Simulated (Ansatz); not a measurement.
# NbSi2, a database entry at a rescaled volume

```
CELL_PARAMETERS angstrom
4.76541 0.00000 0.00000
-2.38270 4.12696 0.00000
0.00000 0.00000 6.54970
ATOMIC_POSITIONS crystal
Si 0.16700 0.33400 0.00000
Si 0.83300 0.16700 0.66667
Si 0.66600 0.83300 0.33333
Si 0.83300 0.66600 0.00000
Si 0.16700 0.83300 0.66667
Si 0.33400 0.16700 0.33333
Nb 0.50000 0.00000 0.00000
Nb 0.50000 0.50000 0.66667
Nb 0.00000 0.50000 0.33333
```

Method: r2SCAN, no spin polarisation; PAW, plane waves to 500 eV, 8×8×5 Γ-centred mesh, gaussian occupations (width 0.183 eV) (Ansatz 0.2.0), atoms fixed.

- Forces: The largest is on Si2 (and as large on other atoms): 0.82 eV/Å, components (0.71, -0.41, 0.00). It makes 105° with the line to a nearest neighbour, Nb9 at 2.58 Å.
- Charges: Bader charges in e: Nb +0.88, Si -0.44. In the mean Nb gives up most and Si takes most.
- Electronic structure: It is a metal, with about 3.5 states/eV a cell as the mean within 0.25 eV of the Fermi level, mostly Nb d (70 %) and Si p (22 %).
- Stress: The pressure is 3.6 GPa (compression positive), so with the atoms held at these fractions the cell would first expand; the forces are large, so a full relaxation may end otherwise. The principal stresses 3.0, 3.0, 5.0 GPa differ, so its shape would change too.
- Formation energy: -0.51 eV an atom against the elements' usual phases (free molecules for gases, crystals otherwise, with no correction for O₂ or N₂), so it is bound against them; other compounds may still compete. Relaxing would lower it.

Origin: a database entry at a rescaled volume. Caveats: wide smearing.
